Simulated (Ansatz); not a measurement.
Below is a relaxed structure of InSb₃. The cell was found from a structure generator's guess, not taken from experiment.

These are results of Ansatz, DFT PBE, scalar-relativistic, plane waves, PAW, not measurements. Cutoff 420 eV, Γ-centred mesh, Gaussian smearing, no spin polarisation.

```xyz
4
Lattice="4.8144 0.0000 0.0000 0.0000 4.8144 0.0000 0.0000 0.0000 4.8144" Properties=species:S:1:pos:R:3 pbc="T T T"
In    2.4072    2.4072    2.4072
Sb    0.0000    2.4072    0.0000
Sb    0.0000    0.0000    2.4072
Sb    2.4072    0.0000    0.0000
```

Energies over the elements count from the elements' standard structures at the same level, with no fitted energy shifts.

**Question.** What space group does it have?

**Answer.** Pm-3m (No. 221), the Cu3Au (L1_2) type. Conventional cell: a = 4.814 Å. In is surrounded by 12 Sb at 3.40 Å; Sb has 4 In at 3.40 Å and 8 Sb at 3.40 Å.

**Question.** How far does it lie from the elements in energy?

**Answer.** +0.18 eV/atom. The separate elements lie lower, so it is unstable against them.

**Question.** Is it a metal?

**Answer.** Yes, bands cross the Fermi level on the 12×12×12 mesh.

The last run used a 12×12×12 mesh for its 4-atom cell and Gaussian smearing of 0.10 eV. Spin–orbit coupling, which can matter for Sb, is left out. A structure relaxed within its symmetry needn't be a true minimum.
